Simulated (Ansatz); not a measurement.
Y:
```xyz
2
Lattice="3.6861 0.0000 0.0000 -1.8430 3.1922 0.0000 0.0000 0.0000 5.6931" Properties=species:S:1:pos:R:3 pbc="T T T"
Y      0.0000     2.1282     4.2698
Y      1.8430     1.0641     1.4233
```

Relaxed with r²SCAN. Special points in fractions of this cell's reciprocal vectors: Γ (0.000, 0.000, 0.000); M (0.500, 0.000, 0.000); K (0.333, 0.333, 0.000); A (0.000, 0.000, 0.500); L (0.500, 0.000, 0.500); H (0.333, 0.333, 0.500).

Problem. List the band energies nearest the Fermi level at these points for r²SCAN (plane waves, PAW; program Ansatz).

Solution. In eV from the Fermi level; about four levels below and three above (degenerate sets whole), none deeper than 8.9 eV; points with the same levels are listed once.

```
k                    below                          above
-  -----------------------  -----------------------------
Γ              -4.90 -1.85                 0.82 1.93 1.93
M  -1.73 -1.19 -0.78 -0.28                 1.55 1.62 2.29
K  -0.75 -0.75 -0.67 -0.56                 1.21 1.21 2.58
A              -3.39 -3.39  1.11 1.11 1.84 1.84 1.84 1.84
L              -1.65 -1.65            0.11 0.11 1.37 1.37
H  -0.44 -0.44 -0.28 -0.28            0.35 0.35 3.03 3.03
```

Space group P6_3/mmc (hcp (Mg type)). The cell was relaxed with r²SCAN under the symmetry of its start. The run is not spin-polarised. Scalar-relativistic: spin–orbit coupling is off unless named, which matters more the heavier the elements.

Potentials: the earlier of the program's two PAW sets.
